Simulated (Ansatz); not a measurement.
Values for one crystal, relaxed and computed with DFT-PBE in the program Ansatz with PAW potentials; other levels are named.

```yaml
volume_per_atom: 12.59 Å³
electronic_character: metallic (no gap)
Density of states at the Fermi level: 0.51 states/eV per atom (mean over ±0.08 eV)
Formation energy from the elements (no fitted shifts): -489 meV/atom
```

### Question
Which of these materials gives this?
A) TiAl, L1₀ or tetragonal B2
B) AlNi, Cmcm (Al on 4c, Ni on 4c)
C) Al2Os, cubic Laves (MgCu2 type)
D) TaAl, rock salt

### Answer
B, AlNi, Cmcm (Al on 4c, Ni on 4c)

The start of the workflow was typed in or built on a structure type; neither database checked (COD, Materials Project) lists it. It is not the phase usual at ambient conditions (space group No. 221). Symmetry was held in the PBE relaxation; its stability against distortions is not shown here. The workflow began spin-polarised and lost its moments. The references are the lowest solids computed at this level, not always the standard phases.

Potentials: the earlier of the program's two PAW sets.
